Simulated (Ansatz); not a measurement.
## Structures of Pb2Cl: which is lowest?

Plane-wave DFT in Ansatz with scalar-relativistic PAW potentials, cutoff 420 eV, Γ-centred meshes chosen by cell and gap, Gaussian smearing with energies taken to zero width. Every cell was relaxed (cell and atoms) in a run of its own, within the symmetry of its start. Functional: PBE.

Relaxed structures (starts from databases or built by putting these elements on another compound's sites):
A. Fd-3m, 6 atoms in the computed cell, a = 9.170 Å; sites (symmetry × multiplicity) Pb .-3m × 16, Cl -43m × 8; start: built
B. C2, 6 atoms in the computed cell, a = 9.849 Å, b = 6.157 Å, c = 7.096 Å, β = 116.9°; sites (symmetry × multiplicity) Pb 1 × 4 + 2 × 2 + 2 × 2, Cl 1 × 4; start: built

Problem. Rank them by energy. Could pressure change the order?

Solution.
```csv
structure,group,E − E(lowest) (meV/atom),V (Å³/atom),gap on mesh (eV)
B,C2,0.0,31.98,0.00
A,Fd-3m,352,32.13,0.00
```

B is lowest, 352 meV/atom under A. The lowest is also the densest of these, so pressure wouldn't bring one of the others in at first order. Other structures may lie lower than all of these, and vibrations aren't counted.

Spin-orbit coupling is left out, which matters for the bands of heavy elements. For Tl, Pb and Bi spin-orbit coupling shifts energies too.